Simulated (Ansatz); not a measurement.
Al in space group I4/mcm (No. 140; Al on 8h) under volume change, PBE in the plane-wave PAW code Ansatz, shape and atoms relaxed at each volume.

```csv
V (Å³/atom),E − E(relaxed) (meV/atom),P (GPa)
21.000,34.5,5.78
21.692,14.5,3.55
22.384,3.4,1.63
23.077,0.0,0.00
23.769,3.1,-1.38
24.461,11.7,-2.56
25.153,24.9,-3.55
```

### Question
What does a third-order Birch–Murnaghan fit give for V₀, B₀ and B′?

### Answer
V₀ = 23.08 Å³/atom, B₀ = 49.8 GPa, B′ = 4.4.

The start of the workflow was typed in or built on a structure type; neither database checked (COD, Materials Project) lists it. It is not the phase usual at ambient conditions (space group No. 225). Symmetry was held in the PBE relaxation; whether a distortion lowers the energy is not shown.

Potentials: the later of the program's two PAW sets.
